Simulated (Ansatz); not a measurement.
CoSi2:
```cif
data_Co4Si8
_chemical_formula_sum 'Co4 Si8'
_space_group_name_H-M_alt 'Fm-3m'
_space_group_IT_number 225
_space_group_name_Hall '-F 4 2 3'
_cell_length_a 5.31204
_cell_length_b 5.31204
_cell_length_c 5.31204
_cell_angle_alpha 90.000
_cell_angle_beta 90.000
_cell_angle_gamma 90.000
loop_
_atom_site_label
_atom_site_type_symbol
_atom_site_symmetry_multiplicity
_atom_site_Wyckoff_symbol
_atom_site_fract_x
_atom_site_fract_y
_atom_site_fract_z
_atom_site_occupancy
Co1 Co 4 a 0.00000 0.00000 0.00000 1
Si1 Si 8 c 0.25000 0.25000 0.25000 1
```
(The calculation used a cell of 3 atoms; values per cell refer to that cell.)

Relaxed with PBEsol.

Problem. Which orbitals make up the states near the Fermi level in DFT-PBEsol in the program Ansatz with PAW potentials?

Solution. Within 0.5 eV of the Fermi level: Co 3d 44 %, Si 3p 43 %, outside the projected shells 8 %. Projections are on Löwdin-orthogonalised atomic valence shells; empty p or d shells of many metals are not among them.

Problem. Tabulate the density of states.

Solution. States/eV per cell of 3 atoms, in 0.25 eV bins, energy from the Fermi level.

```tsv
E (eV)	total	Co 3d	Si 3p	Si 3s
-7.85	0.71	0.08	0.24	0.37
-7.60	0.68	0.09	0.22	0.35
-7.35	0.67	0.11	0.22	0.33
-7.10	0.73	0.13	0.27	0.31
-6.85	0.80	0.15	0.32	0.30
-6.60	0.85	0.18	0.35	0.29
-6.35	0.78	0.16	0.37	0.21
-6.10	0.76	0.15	0.40	0.16
-5.85	0.77	0.16	0.44	0.14
-5.60	0.83	0.18	0.49	0.12
-5.35	0.88	0.20	0.53	0.11
-5.10	0.97	0.23	0.59	0.10
-4.85	1.09	0.29	0.66	0.09
-4.60	1.28	0.37	0.76	0.09
-4.35	1.68	0.56	0.95	0.09
-4.10	3.12	1.34	1.59	0.10
-3.85	2.91	1.34	1.40	0.09
-3.60	2.64	1.30	1.22	0.06
-3.35	1.58	0.75	0.73	0.05
-3.10	1.79	0.99	0.65	0.07
-2.85	1.79	1.10	0.55	0.06
-2.60	1.45	0.98	0.38	0.04
-2.35	2.26	1.70	0.44	0.03
-2.10	3.48	2.86	0.42	0.02
-1.85	5.31	4.57	0.44	0.04
-1.60	4.46	3.97	0.25	0.04
-1.35	2.95	2.45	0.26	0.05
-1.10	2.51	1.80	0.50	0.06
-0.85	2.30	1.43	0.67	0.05
-0.60	2.72	1.54	0.95	0.05
-0.35	1.69	0.79	0.72	0.05
-0.10	1.16	0.51	0.50	0.04
0.15	0.88	0.35	0.39	0.04
0.40	0.69	0.25	0.31	0.04
0.65	0.55	0.18	0.25	0.04
0.90	0.46	0.14	0.20	0.05
1.15	0.38	0.09	0.15	0.07
1.40	0.27	0.06	0.12	0.03
1.65	0.47	0.16	0.12	0.14
1.90	1.05	0.45	0.17	0.36
2.15	1.61	0.61	0.36	0.51
2.40	2.22	0.63	0.71	0.68
2.65	1.94	0.42	0.71	0.60
2.90	0.99	0.22	0.37	0.25
3.15	0.64	0.13	0.20	0.09
3.40	0.44	0.08	0.12	0.03
3.65	1.45	0.31	0.68	0.12
3.90	2.90	0.58	1.49	0.28
4.15	1.79	0.29	0.91	0.19
4.40	1.44	0.20	0.75	0.14
4.65	1.21	0.15	0.63	0.16
4.90	0.97	0.11	0.50	0.16
```

Symmetry was held in the PBEsol relaxation. The workflow began spin-polarised and lost its moments.

Potentials: the later of the program's two PAW sets.
